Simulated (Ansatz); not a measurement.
## Computed properties of CoGe2

CoGe$_{2}$:
```cif
data_CoGe2
_chemical_formula_sum 'Co1 Ge2'
_space_group_name_H-M_alt 'P 1'
_space_group_IT_number 1
_cell_length_a 4.52435
_cell_length_b 4.52435
_cell_length_c 2.59042
_cell_angle_alpha 90.000
_cell_angle_beta 90.000
_cell_angle_gamma 120.000
loop_
_space_group_symop_operation_xyz
  'x, y, z'
loop_
_atom_site_label
_atom_site_type_symbol
_atom_site_fract_x
_atom_site_fract_y
_atom_site_fract_z
_atom_site_occupancy
Co1 Co 0.00000 0.00000 0.00000 1
Ge1 Ge 0.33333 0.66667 0.50000 1
Ge2 Ge 0.66667 0.33333 0.50000 1
```
The run is spin-polarised; directions of the spins, atom by atom: ↑ 0 0.

Space group P6/mmm (No. 191); conventional cell a = 4.524 Å, b = 4.524 Å, c = 2.590 Å, α = 90.00°, β = 90.00°, γ = 120.00°.

Method: PBE+D3(BJ) (plane waves, PAW; program Ansatz). Geometry: relaxed at this level of theory. Other levels are named where they apply.

Cell and energy:

```json
{
 "volume_per_atom": "15.31 Å³",
 "density": "7.38 g/cm³",
 "Formation energy from the elements (no fitted shifts)": "0.41 eV/atom"
}
```

Electronic structure:

```json
{
 "electronic_character": "metallic (no gap)",
 "Density of states at the Fermi level": "0.83 states/eV per atom (mean over ±0.08 eV)"
}
```

Magnetism:

```json
{
 "magnetic_order": "ferromagnetic",
 "net_moment": "0.54 μB per atom"
}
```

The cell is a constructed one: a structure type filled with these elements; neither database checked (COD, Materials Project) lists it. Its standing as an ambient phase is unchecked. Symmetry was held in the PBE+D3(BJ) relaxation; its stability against distortions is not shown here. The final state is ferromagnetic, the only order run, not a proven ground state. The cell computed holds one magnetic atom, so no antiferromagnetic order was within reach. The references are the lowest solids computed at this level, not always the standard phases. Scalar-relativistic: spin–orbit coupling is off unless named, which matters more the heavier the elements.

Potentials: the earlier of the program's two PAW sets.
